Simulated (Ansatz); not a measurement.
The start is a generated cell, La placed in the AFLOW prototype A_hR12_166_2h (as in B). A full variable-cell relaxation at zero pressure is run with r2SCAN (plane waves to 500 eV, PAW, scalar-relativistic; Ansatz, a program for electronic structure). The first steps use a coarse 4×4×4 k-mesh.

The start:
```
La
1.0
    4.23407     2.44454     7.22679
   -4.23407     2.44454     7.22679
    0.00000    -4.88909     7.22679
La
12
Direct
  0.01040   0.65729   0.01040
  0.01040   0.01040   0.65729
  0.65729   0.01040   0.01040
  0.98960   0.34271   0.98960
  0.98960   0.98960   0.34271
  0.34271   0.98960   0.98960
  0.22060   0.63230   0.22060
  0.22060   0.22060   0.63230
  0.63230   0.22060   0.22060
  0.77940   0.36770   0.77940
  0.77940   0.77940   0.36770
  0.36770   0.77940   0.77940
```

**Question.** How much energy is released per atom?

**Answer.** 0.48 eV/atom.

**Question.** How does the volume per atom move from start to end?

**Answer.** +1.6 %, from 37.40 to 37.98 Å³/atom.

**Question.** How do the shortest distances between atoms change?

**Answer.** The closest pairs of elements (up to four, under 3.6 Å), start → end: La–La 2.95 → 3.09 Å.

**Question.** What band gap does the relaxed structure have at this level?

**Answer.** Zero (metallic).

**Question.** What does it relax into? Give the structure.

**Answer.** 
```cif
data_La36
_chemical_formula_sum 'La36'
_space_group_name_H-M_alt 'R-3m :H'
_space_group_IT_number 166
_space_group_name_Hall '-R 3 2"'
_cell_length_a 7.35615
_cell_length_b 7.35615
_cell_length_c 29.17862
_cell_angle_alpha 90.000
_cell_angle_beta 90.000
_cell_angle_gamma 120.000
loop_
_atom_site_label
_atom_site_type_symbol
_atom_site_symmetry_multiplicity
_atom_site_Wyckoff_symbol
_atom_site_fract_x
_atom_site_fract_y
_atom_site_fract_z
_atom_site_occupancy
La1 La 18 h 0.35498 0.17749 0.11113 1
La2 La 18 h 0.18583 0.37165 0.03390 1
```
(The calculation used a cell of 12 atoms; values per cell refer to that cell.)

The space group stays R-3m (No. 166) (the run could not lower it), with 12 atoms in the primitive cell. Final values are on a 6×6×6 k-mesh of the relaxed cell. The start holds a very short contact (La–La 2.95 Å). No spin polarisation in the result.

The run could not lose the symmetry of its start, so the end can be a saddle point.

The relaxed structure here is a generated cell of La: the first start was made by placing the elements on the sites of a structure type, and the end was not matched to a known phase here, so it may be hypothetical. Known forms of La include space group No. 194.
